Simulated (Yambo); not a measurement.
BSE-type run in Yambo on YOF (space group R-3m, No. 166), at zero momentum.

Quantum ESPRESSO step (PBEsol, PseudoDojo standard norm-conserving files, scalar-relativistic):
```
&CONTROL
  calculation = 'nscf'
  pseudo_dir = './pseudo'
  outdir = './out'
/
&SYSTEM
  ibrav = 0
  nat = 6
  ntyp = 3
  ecutwfc = 84.0
  ecutrho = 336.0
  occupations = 'fixed'
  force_symmorphic = .true.
  nbnd = 57
/
&ELECTRONS
  conv_thr = 6.000000000000001e-09
  diago_full_acc = .true.
  diago_thr_init = 1e-08
/
ATOMIC_SPECIES
O 15.9990 O.upf
F 18.9984 F.upf
Y 88.9058 Y.upf
CELL_PARAMETERS angstrom
  1.897854938000   1.095727059000   6.296630000000
 -1.897854938000   1.095727059000   6.296630000000
  0.000000000000  -2.191454119000   6.296630000000
ATOMIC_POSITIONS crystal
O   0.621167000000   0.621167000000   0.621167000000
O   0.378833000000   0.378833000000   0.378833000000
F   0.130523000000   0.130523000000   0.130523000000
F   0.869477000000   0.869477000000   0.869477000000
Y   0.741570000000   0.741570000000   0.741570000000
Y   0.258430000000   0.258430000000   0.258430000000
K_POINTS automatic
6 6 6 0 0 0
```

Yambo input:
```
rim_cut
optics
bse
bss
dipoles
em1s
RandQpts= 1000000
RandGvec= 1 Ry
FFTGvecs= 40 Ry
Chimod= "HARTREE"
BSKmod= "SEX"
BSEmod= "resonant"
BSSmod= "hs"
BSENGexx= 15 Ry
BSENGBlk= 3 Ry
% KfnQP_E
 2.216 | 1.0 | 1.0 |
%
% BSEQptR
 1 | 1 |
%
% BSEBands
 16 | 31 |
%
% BEnRange
 0.0 | 12.1 | eV
%
% BDmRange
 0.15 | 0.15 | eV
%
BEnSteps= 242
% BLongDir
 1.0 | 0.0 | 0.0 |
%
BSHayTrs= -0.02
BSSNEig= 24
WRbsWF
% BndsRnXs
 1 | 53 |
%
NGsBlkXs= 3 Ry
% LongDrXs
 1.0 | 1.0 | 1.0 |
%
```

From the report:

The dimension is k points × valence × conduction bands = 216 × 9 × 7 = 13608.
```
   [SLEPC] Approach                          : Krylov-Schur
   [SLEPC] Number of requested eigenvalues   :  24
   [SLEPC] Number of eigenvalues        [NEV]:  24
    [K] Dimension                                    :  13608
    [K] Bands                                        :  16  31
    [K] Exchange res                                 : yes
    [K] Correlation res                              : yes
    [K] W interaction is bare                        : no
    [K] RL vectors exchange                          :   537
    [K] RL vectors correlation                       :   43
    [W] Matrix size                                  :   43
    [W] Bands                                        :    1   53
    [W] Coulomb Cutoff                               : none
    [W] Hxc Kernel                                   : HARTREE
```
Lowest eigenvalues (eV; in brackets the number of states within 2 meV): 6.04 (1), 6.41 (1), 6.45 (2), 6.60 (2), 6.70 (2), 6.71 (2). They depend on the mesh, which isn't converged, and on the G0W0 scissor.

Geometry of the Materials Project entry, not relaxed at this level.
